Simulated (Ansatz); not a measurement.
SnS in space group Pnma (No. 62; S on 4c, Sn on 4c) at seven volumes, LDA in the plane-wave PAW code Ansatz, shape and atoms relaxed at each. One row is withheld.

```
V (Å³/atom)  P (GPa)
-----------  -------
20.687             ?
21.369          3.27
22.051          1.46
22.733         -0.01
23.415         -1.16
24.097         -2.04
24.779         -2.71
```

Q: Fit the shown pressures and predict the withheld one.

A: P = (3/2)B₀(x^(7/2) − x^(5/2))[1 + (3/4)(B′ − 4)(x − 1)] with x = (V₀/V)^(2/3). Least squares on the six rows gives V₀ = 22.728 Å³/atom, B₀ = 42.9 GPa, B′ = 7.06. At V = 20.687, x = 1.0647 and P = 5.60 GPa. The run itself gave 5.49 GPa.

Symmetry was held in the LDA relaxation; of distortions, only those at the zone centre were tested. A crystal of weakly bound layers computed without a dispersion correction: the cell and the soft elastic constants depend strongly on that. Scalar-relativistic: spin–orbit coupling is off unless named, which matters more the heavier the elements.

Potentials: the later of the program's two PAW sets.
